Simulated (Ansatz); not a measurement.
ZnGaNO:
```xyz
8
Lattice="3.3518 0.0000 0.0000 -1.6759 2.9028 0.0000 0.0000 0.0000 9.1832" Properties=species:S:1:pos:R:3 pbc="T T T"
Ga     0.0000     1.9352     8.9090
N      0.0000     1.9352     1.7172
Ga     1.6759     0.9676     2.2522
N      1.6759     0.9676     4.2616
Zn     0.0000     1.9352     4.3718
O      0.0000     1.9352     6.9016
Zn     1.6759     0.9676     6.3918
O      1.6759     0.9676     8.7808
```

r²SCAN (plane waves, PAW; program Ansatz) gives a gap of 0.21 eV without spin–orbit coupling, maximum at A, minimum at Γ.

Problem. What happens when spin–orbit coupling is switched on?

Solution. The gap falls by 0.03 eV, to 0.18 eV; maximum at A, minimum at Γ.

Problem. Give the electron effective mass with spin–orbit coupling.

Solution. 0.078, 0.078, 0.17 mₑ (principal values).

Space group P3m1. The start of the workflow was typed in or built on a structure type; the Crystallography Open Database copy checked does not list it. Its standing as an ambient phase is unchecked. The r²SCAN relaxation kept the symmetry of its start; whether a distortion lowers the energy is not shown.

Potentials: the earlier of the program's two PAW sets.
